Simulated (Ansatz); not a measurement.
GeS:
```xyz
8
Lattice="8.2373 0.0000 0.0000 0.0000 3.6404 0.0000 0.0000 0.0000 5.8590" Properties=species:S:1:pos:R:3 pbc="T T T"
Ge     4.2820     0.9101     4.4424
Ge     0.1634     0.9101     4.3460
Ge     3.9553     2.7303     1.4166
Ge     8.0740     2.7303     1.5129
S      6.8117     0.9101     0.4614
S      2.6931     0.9101     2.4681
S      1.4256     2.7303     5.3976
S      5.5442     2.7303     3.3908
```

Relaxed with PBE.

Task: Give the Bader charges and basin volumes of the independent atoms, plane-wave PAW PBE (Ansatz code).

Result: 

```
atom  Bader charge (e)  Bader volume (Å³)
----  ----------------  -----------------
Ge1              +0.82               19.0
S5               -0.82               24.9
```

Space group Pnma. Symmetry was held in the PBE relaxation. The volume moved by 57 % from the start of the relaxation.

Potentials: the later of the program's two PAW sets.
